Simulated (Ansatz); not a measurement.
Here is the system:

AlP:
```cif
data_Al4P4
_chemical_formula_sum 'P4 Al4'
_space_group_name_H-M_alt 'F-43m'
_space_group_IT_number 216
_space_group_name_Hall 'F -4 2 3'
_cell_length_a 5.47045
_cell_length_b 5.47045
_cell_length_c 5.47045
_cell_angle_alpha 90.000
_cell_angle_beta 90.000
_cell_angle_gamma 90.000
loop_
_atom_site_label
_atom_site_type_symbol
_atom_site_symmetry_multiplicity
_atom_site_Wyckoff_symbol
_atom_site_fract_x
_atom_site_fract_y
_atom_site_fract_z
_atom_site_occupancy
P1 P 4 c 0.25000 0.25000 0.25000 1
Al1 Al 4 a 0.00000 0.00000 0.00000 1
```
(The calculation used a cell of 2 atoms; values per cell refer to that cell.)

This is the PBEsol-relaxed structure.

Q: All from the program Ansatz at the PBEsol level (PAW), unless another level is named. Predict the bulk modulus (Birch–Murnaghan fit).

A: 86.8 GPa.

Q: Give the elastic constants (relaxed ions, GPa).

A: C11 = 128, C12 = 66.4, C44 = 59.5.

Symmetry was held in the PBEsol relaxation.

Potentials: the later of the program's two PAW sets.
